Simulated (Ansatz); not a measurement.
Below is a relaxed structure of Si4NiPt3. The cell was found from a structure generator's guess, not taken from experiment.

All numbers below come from DFT PBE, scalar-relativistic, plane waves, PAW (Ansatz 0.2.0). Cutoff 420 eV, Γ-centred mesh, Gaussian smearing, no spin polarisation.

```yaml
crystal:
  lattice:
    - [4.78470, 0.00000, 0.00000]
    - [0.00000, 4.78470, 0.00000]
    - [0.00000, 0.00000, 4.94292]
  atoms:
    - { symbol: Si, position: [0.00000, 0.00000, 0.14652] }
    - { symbol: Si, position: [0.50000, 0.50000, 0.17038] }
    - { symbol: Si, position: [0.50000, 0.00000, 0.83486] }
    - { symbol: Si, position: [0.00000, 0.50000, 0.83486] }
    - { symbol: Ni, position: [0.00000, 0.00000, 0.67339] }
    - { symbol: Pt, position: [0.50000, 0.50000, 0.68051] }
    - { symbol: Pt, position: [0.50000, 0.00000, 0.32974] }
    - { symbol: Pt, position: [0.00000, 0.50000, 0.32974] }
```

Energies over the elements count from the elements' standard structures at the same level, with no fitted energy shifts.

(1) Find its symmetry and describe it.

(2) What is its formation energy per atom?

(3) Is it a metal?

## Answers

(1) P4mm (No. 99). Conventional cell: a = 4.785 Å, c = 4.943 Å. Around Si on a site of symmetry 4mm lie 1 Ni at 2.34 Å, 4 Pt at 2.56 Å, 1 Ni at 2.60 Å and 4 Si at 2.85 Å; Si on a second site of symmetry 4mm is surrounded by 6 Pt at 2.42–2.52 Å and 4 Si at 2.91 Å; Ni is surrounded by 1 Si at 2.34 Å, 5 Si at 2.52–2.60 Å and 4 Pt at 2.93 Å; around Pt on a site of symmetry 4mm lie 6 Si at 2.42–2.52 Å; 2 more sites not described.

(2) −0.53 eV/atom. It lies below the elements, which doesn't yet make it stable against other compounds or structures.

(3) Yes, bands cross the Fermi level on the 8×8×8 mesh.

The last run used an 8×8×8 mesh for its 8-atom cell and Gaussian smearing of 0.10 eV. Spin–orbit coupling, which can matter for Pt, is left out. Trial moments died out on the coarse mesh, so the last step has no spin; another magnetic start might hold. A later test with randomly moved atoms came back to the same energy, though modes that don't fit the test's cell weren't probed.
